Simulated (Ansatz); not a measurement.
## YCo₅ single point

The input, for Ansatz 0.2.0 (plane waves, PAW):

```yaml
crystal:
  lattice:
    - [4.86380598, 0.0, 0.0]
    - [-2.43190299, 4.21217639, 0.0]
    - [0.0, 0.0, 3.93999868]
  atoms:
    - { symbol: "Y", position: [0.0, 0.0, 0.0] }
    - { symbol: Co, position: [0.5, 0.0, 0.5] }
    - { symbol: Co, position: [0.5, 0.5, 0.5] }
    - { symbol: Co, position: [0.0, 0.5, 0.5] }
    - { symbol: Co, position: [0.3333, 0.6667, 0.0] }
    - { symbol: Co, position: [0.6666, 0.3333, 0.0] }
  symmetry: { tolerance: 0.0003 }
kpoints:
  mp_grid: { grid: [8, 8, 9], shift: [0, 0, 0] }
  band_path:
    path:
      - [0.0, 0.0, 0.0]
      - [0.50000014, -1.9e-07, 0.0]
      - [0.33333343, 0.33333305, 0.0]
      - [0.0, 0.0, 0.0]
      - [0.0, 0.0, 0.5]
      - [0.50000014, -1.9e-07, 0.5]
      - [0.33333343, 0.33333305, 0.5]
      - [0.0, 0.0, 0.5]
      - [0.50000014, -1.9e-07, 0.5]
      - [0.50000014, -1.9e-07, 0.0]
      - [0.33333343, 0.33333305, 0.5]
    npoints: 6
magnetization:
  spin_polarized: false
scf:
  occupations: { method: fermi_dirac }
  lower_state_search: "off"
  max_iter: 200
hamiltonian:
  pseudopotentials: { kind: paw }
  xc: r2scan
basis:
  ecutwfc: 500
  fft_grid_basis: typed
output:
  forces: true
  stress: true
  eigenvalues: true
  bader: true
  populations: true
  elf: true
  write_potential: true
  volumetric_format: npy
  dos:
    e_range: [-12, 8]
    de: 0.05
    projected: { site_lists: { Co: [Co], "Y": ["Y"] } }
checkpoint:
  read: saved_state
```

The run starts from an earlier solution of this cell. 

Parts of the output:

```
Warning: the atoms were moved onto the symmetric positions of the space group found under crystal.symmetry.tolerance 3.0e-4 (fractional; no operation is sought that the atoms, as they stand in a round, miss by more than twice it, and no atom is moved by as much as it), and the run uses the moved positions.
Pseudopotentials: kind: paw
Pseudopotential: Y, paw, valence charge 11, recommended cutoff 500 eV (meta_gga), Y.paw.azcp
Pseudopotential: Co, paw, valence charge 17, recommended cutoff 500 eV (meta_gga), Co.paw.azcp
Functional definition: r2SCAN
  exchange = r2scan_x(k0 = k0, k1 = k1, a1 = a1)
  correlation = r2scan_c
Crystal: 6 atoms, lattice volume = 80.720 Å³
Basis set: ecut = 500 eV, 2025 PW (Γ), exchange–correlation on 144×144×120 points (64 copies of the dense FFT grid, shifted against one another)
Bands: 58, of which v1, the nominal top of the filled ones, is band 48 counted from 1 (47 counted from 0)
Symmetry: 24 space group operations
Space group: P6/mmm (ITA 191), of the structure as read, at distance tolerance 1.3e-3 Å
k-points: 50 of 576
Initial density: read from a saved state, or passed on in memory by an earlier SCF of this step, an earlier step, the calling program or the single point that the run made first
Functional: x = r2scan, c = r2scan; τ floored in thin density (d = 2e-4 eV/Å³)
Free energy (F): -29515.9474 eV
Harris-Foulkes:  -29515.9474 eV  (|F-HF|=1.16e-8)
Internal energy: -29515.5244 eV  (E = F + TS)
E sigma→0 (E₀):  -29515.7359 eV
Entropy (-TS):   -0.4230 eV (-70.502 meV/atom)
Fermi energy:    15.9629 eV
--- Per-component energies (eV) ---
  E_band       = -1568.1404
  E_kinetic    = 2589.2936
  E_local      = -17579.8233  (includes V_loc(G=0)·N_el)
  E_nonlocal   = 2330.5604
  E_hartree    = 7487.7927
  E_xc         = -957.5468
  E_vxc        = -1374.2854  (∫ρ·V_xc dr)
  E_paw        = -10463.1666  (= ΣΔE_a)
  E_vpaw       = -2595.7453  (= ΣTr[D̂ρ^β])
  E_aug_tail   = 0.0002  (compensation charges beyond the density's cutoff)
  E_vtau       = 86.2758  (kinetic-family band-sum trace: ∫τ·v_τ [+ j·A + Jᵃ·Aᵃ] dr)
  E_ewald      = -12921.0046
  E_core_change = -1.6300  (= ΣΔE_core)
  E_smearing   = -0.4230  (= −TS)
--- Stress (GPa, compression-positive) ---
       -6.7314       0.0000       0.0000
        0.0000      -6.7314       0.0000
        0.0000       0.0000     -11.0969
  P = ⅓ Tr σ = -8.1866 GPa (-81.866 kbar)
--- Löwdin populations: 6 sites ---
  site symbol       q [e]
     0      Y     11.0007
     1     Co     16.8104
     2     Co     16.8104
     3     Co     16.8104
     4     Co     16.7851
     5     Co     16.7851
  spilling = 0.0104 (of n_electrons = 96.0000)
```

Origin: a database entry at a rescaled volume. Caveats: no spin polarisation, so a magnetic state may lie lower.
